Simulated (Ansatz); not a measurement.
K₂S:
```
K2S
1.0
    0.00000     3.66795     3.66795
    3.66795     0.00000     3.66795
    3.66795     3.66795     0.00000
K S
2 1
Cartesian
  5.50192   5.50192   5.50192
  1.83397   1.83397   1.83397
  0.00000   0.00000   0.00000
```

Cartesian axes are those of the cell as given.

Question: Give the high-frequency dielectric tensor and the Born effective charge tensors of the independent atoms from DFPT, plane-wave PAW PBEsol (Ansatz code).

Answer: 
ε∞:
```
3.16  0.00  0.00
0.00  3.16  0.00
0.00  0.00  3.16
```
Z* of atom 1 (K), rows: field, columns: displacement, in e:
```
0.97  0.00  0.00
0.00  0.97  0.00
0.00  0.00  0.97
```
Z* of atom 3 (S), rows: field, columns: displacement, in e:
```
-1.93   0.00   0.00
 0.00  -1.93   0.00
 0.00   0.00  -1.93
```

Static charges for comparison (Bader): K1 +0.75, S3 -1.50 e. Born charges measure polarisation by displacement and can exceed these by far.

Space group Fm-3m (anti-fluorite). The cell was relaxed with PBEsol under the symmetry of its start.

Potentials: the later of the program's two PAW sets.
